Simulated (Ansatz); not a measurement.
CoW (rock salt, space group No. 225) at seven volumes, plane-wave PAW PBEsol (Ansatz code), scaled uniformly. One row is withheld.

```csv
V (Å³/atom),P (GPa)
12.737,29.75
13.157,18.18
13.577,8.35
13.996,-0.01
14.416,-7.11
14.836,-13.15
15.256,?
```

Question: Fit the shown pressures and predict the withheld one.

Answer: Third-order Birch–Murnaghan: P = (3/2)B₀(x^(7/2) − x^(5/2))[1 + (3/4)(B′ − 4)(x − 1)] with x = (V₀/V)^(2/3). Least squares on the six rows gives V₀ = 13.996 Å³/atom, B₀ = 256.5 GPa, B′ = 4.38. At V = 15.256, x = 0.9442 and P = -18.32 GPa. The run itself gave -18.27 GPa.

Space group Fm-3m (rock salt). The start of the workflow was typed in or built on a structure type; neither database checked (COD, Materials Project) lists it. Whether it is the stable phase at ambient conditions was not checked. The cell was relaxed with PBEsol under the symmetry of its start. At this level the phase is mechanically unstable. The workflow began spin-polarised and lost its moments. Its formation energy is positive at this level, so the cell may be metastable or incomplete. Scalar-relativistic: spin–orbit coupling is off unless named, which matters more the heavier the elements.

Potentials: the earlier of the program's two PAW sets. The files were generated under PBE; for other functionals the program regenerates the frozen cores, and for LDA and PBEsol the local potential too.
